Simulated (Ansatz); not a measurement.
Where the states of Zn lie

```cif
data_structure
_symmetry_space_group_name_H-M 'P6_3/mmc'
_symmetry_Int_Tables_number 194
_cell_length_a 2.6648
_cell_length_b 2.6648
_cell_length_c 4.9467
_cell_angle_alpha 90.000
_cell_angle_beta 90.000
_cell_angle_gamma 120.000
_cell_volume 30.42
loop_
_atom_site_label
_atom_site_type_symbol
_atom_site_symmetry_multiplicity
_atom_site_Wyckoff_symbol
_atom_site_fract_x
_atom_site_fract_y
_atom_site_fract_z
_atom_site_occupancy
Zn1 Zn 2 c 0.33333 0.66667 0.25000 1
```

The runs use the primitive cell with vectors (2.665, 0.000, 0.000), (-1.332, 2.308, 0.000), (0.000, 0.000, 4.947) Å, to which the k mesh refers.

The geometry is COD entry 9008522, unchecked; take it as a test cell.

Method: Ansatz 0.2.0, DFT, PBEsol, all-electron LAPW, scalar-relativistic.

Numerical set-up: a Γ-centred 16×16×8 k mesh, Fermi–Dirac smearing of 0.03 eV, basis error target 0.25 meV/atom, no spin polarisation.

States per eV and cell, averaged over 0.4 eV, from -5.8 to 2.0 eV, with energies (bin centres) from the Fermi level; empty bins are left out. The partial columns, the largest 2 alone, are projections on Löwdin-orthogonalised atomic shells (those that the program's projection atoms carry: the occupied ones and, for some elements, an empty d or f shell; other empty shells have no column), summed over atoms of an element. Weights on diffuse s and p shells depend on that basis and aren't pure angular character.

```csv
E (eV),total,Zn 4s,Zn 3d
-5.7,0.44,0.30,0.12
-5.3,0.45,0.32,0.10
-4.9,0.45,0.33,0.08
-4.5,0.47,0.34,0.07
-4.1,0.49,0.35,0.06
-3.7,0.51,0.35,0.05
-3.3,0.55,0.36,0.04
-2.9,0.56,0.35,0.04
-2.5,0.57,0.33,0.03
-2.1,0.56,0.29,0.03
-1.7,0.66,0.29,0.03
-1.3,0.60,0.24,0.02
-0.9,0.56,0.20,0.02
-0.5,0.51,0.15,0.01
-0.1,0.37,0.09,0.01
0.3,0.39,0.13,0.01
0.7,0.56,0.23,0.01
1.1,0.63,0.27,0.01
1.5,0.80,0.30,0.01
1.9,0.81,0.26,0.01
```

(1) Where is the centre of the filled Zn 3d states between -14 eV and the top of the filled states?

Results:

(1) -7.53 eV from the Fermi level.
